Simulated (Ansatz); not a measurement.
The end point of a relaxation of LiNbO3. Space group R3c (No. 161), AFLOW prototype ABC3_hR10_161_a_a_b (as in LiNbO3). Level of theory: r2SCAN (plane waves to 500 eV, PAW, scalar-relativistic; Ansatz, a program for electronic structure).

```xyz
10
Lattice="2.5688 1.4831 4.6285 -2.5688 1.4831 4.6285 0.0000 -2.9661 4.6285" Properties=species:S:1:pos:R:3 pbc="T T T"
Li     0.0000     0.0000    11.0454
Li     0.0000     0.0000     4.1027
Nb     0.0000     0.0000     0.1868
Nb     0.0000     0.0000     7.1295
O      1.5712     0.1537     5.6906
O     -0.6525    -1.4375     5.6906
O     -0.9187     1.2838     5.6906
O     -1.6501    -0.1992     8.0049
O      0.6525     1.5286     8.0049
O      0.9976    -1.3294     8.0049
```

**Question.** What is the computed band gap (r2SCAN)?

**Answer.** 4.00 eV, indirect (valence top at k = (0.125, 0.125, 0.125), conduction bottom at k = (0, 0.375, -0.375)) (no spin-orbit coupling).

**Question.** Predict the smallest direct gap from r2SCAN.

**Answer.** 4.07 eV at Γ.

No spin polarisation in the result.

It was reached from a disturbed copy of a R-3c (No. 167) cell (AFLOW prototype ABC3_hR10_167_a_b_e (as in LiNbO3)), against which it lies -0.032 eV/atom.
